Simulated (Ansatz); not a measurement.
TiPd (Pm-3m), stationary points along a deformation path

Computed with DFT PBEsol, scalar-relativistic, plane waves, PAW (Ansatz 0.2.0). Settings: plane waves to 420 eV, k-mesh 16×16×16 (Γ-centred), Gaussian smearing 0.15 eV. No spin polarisation. Energies are free energies at this smearing, counted from the undisturbed cell; pressure is positive in compression.

The starting cell (as given, not relaxed at this level; it stands at -6.9 GPa, and it needn't be the usual structure):

```
Ti Pd
1.0
     3.18000    0.00000    0.00000
     0.00000    3.18000    0.00000
     0.00000    0.00000    3.18000
Ti Pd
1 1
Direct
  0.50000 0.50000 0.50000
  0.00000 0.00000 0.00000
```

At fixed volume and fractional coordinates, lengths along (0.000, 0.000, 1.000) are scaled against those across it; ρ is that ratio over its starting value. V = 16.079 Å³/atom. Δσ is the stress along the axis less the mean stress across it (compression positive).

```csv
ρ,ΔE (meV/atom),Δσ (GPa),space group
0.650,420.1,60.59,P4/mmm
0.707,150.6,35.93,P4/mmm
0.780,-1.5,11.51,P4/mmm
0.850,-23.2,-1.71,P4/mmm
0.920,-8.1,-2.64,P4/mmm
0.960,-2.3,-1.55,P4/mmm
1.000,0.0,0.00,Pm-3m
1.050,-2.4,1.35,P4/mmm
1.100,-8.3,2.43,P4/mmm
1.200,-29.0,4.60,P4/mmm
1.300,-52.4,3.08,P4/mmm
1.414,-52.4,-3.84,P4/mmm
1.500,-22.9,-11.13,P4/mmm
```

Task: How does the stress give the slope of the energy, and where is the energy stationary?

Result: Along the path d ln(length) is 2/3 d ln ρ on the axis and −1/3 d ln ρ across it, so dE/d ln ρ = −(2/3) V Δσ: the energy falls with ρ where Δσ is positive. Δσ vanishes or changes sign between ρ = 0.780 and 0.850, a minimum (near 0.84 by linear interpolation); at ρ = 1.000 (Pm-3m), a maximum at 0.0 meV/atom; between ρ = 1.300 and 1.414, a minimum (near 1.35 by linear interpolation). Pairs of stationary points between two samples would go unseen, and could change a minimum read from distant neighbours into a maximum. At ρ = 1.000 the cell is cubic, where symmetry alone makes the stress isotropic and the slope zero.

Task: Which shear constant sets the curvature at ρ = 1?

Result: For a cubic crystal E/V = (2/3) C (ln ρ)² with C = C′ = (C11 − C12)/2, so Δσ = −2C ln ρ. The parabola of Δσ against ln ρ through ρ = 0.960, 1 and 1.050 gives C ≈ -16.6 GPa with the ions clamped, rough because the steps are large. It is the stress–strain coefficient at this cell's pressure of -6.9 GPa, not the zero-pressure constant. It is negative, so the cubic cell is unstable to this shear.

Task: Integrate that slope from ρ = 1 to 1.200 by the trapezoid rule.

Result: With V/N in Å³ and 1 eV/Å³ = 160.2 GPa the slopes at ρ = 1.000, 1.050, 1.100, 1.200 are 0, -90, -163, -307 meV/atom per unit of ln ρ. The steps add (-2.2) + (-5.9) + (-20.5) = -28.5 meV/atom, against -29.0 from the energies; the trapezoid rule misses the curvature of the slope within each step.

Task: Is the start the lowest point of the path?

Result: No: ρ = 1.414 lies 52.4 meV/atom lower, with no sampled rise above the start on the way. Volume and inner coordinates are held, so a relaxed structure there would lie lower still.

In a metal these slopes depend on the k mesh and the smearing.